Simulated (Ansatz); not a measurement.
Ca (fcc, Cu type)

```
Ca
1.0
    5.52650     0.00000     0.00000
    0.00000     5.52650     0.00000
    0.00000     0.00000     5.52650
Ca
4
Cartesian
  0.00000   0.00000   0.00000
  2.76325   2.76325   0.00000
  2.76325   0.00000   2.76325
  0.00000   2.76325   2.76325
```

In each cell atom 2 (Ca, nearest neighbour Ca at 3.908 Å; its periodic images, 5.5 Å or more away, move with it) moves by s·(1.000, 0.000, 0.000) (along Cartesian x), the rest being held.

The numbers are results of PBE (plane waves to 420 eV, PAW, scalar-relativistic; Ansatz, a quantum-chemistry and plane-wave program), not measurements. k mesh 7×7×7 (Γ-centred), Fermi-Dirac smearing 0.05 eV. E stands for the smeared free energy. With partly filled bands, energies and forces of such displacements shift with the k mesh and the smearing. Ca was relaxed with its symmetry unable to fall. ΔE is measured from the undisplaced structure. The last digit holds for this mesh only.

```tsv
s (Å)	ΔE (meV/cell)
-0.780	680.2
-0.624	434.0
-0.468	withheld
-0.312	107.5
-0.156	26.8
0.000	0.0
0.156	26.8
0.312	107.5
0.468	withheld
0.624	434.0
0.780	680.2
```

Task: Fit an even polynomial form (powers 2, 4, 6) to the given rows and predict ΔE at s = 0.468.

Result: Least squares on the 9 given rows: ΔE = (1100)·s² + (53.57)·s⁴ + (-38.07)·s⁶, in meV/cell with s in Å; root-mean-square residual 0.17 meV/cell. At 0.468 the fit gives 243.1 meV/cell; the calculation gives 243.0 meV/cell, so the interpolation is off by 0.1 (+0.0 %). The quadratic term alone would give 240.9 meV/cell.

(A displaced cell: forces are minus the slopes of the energy, force constants its curvatures, and phonons follow from these.)
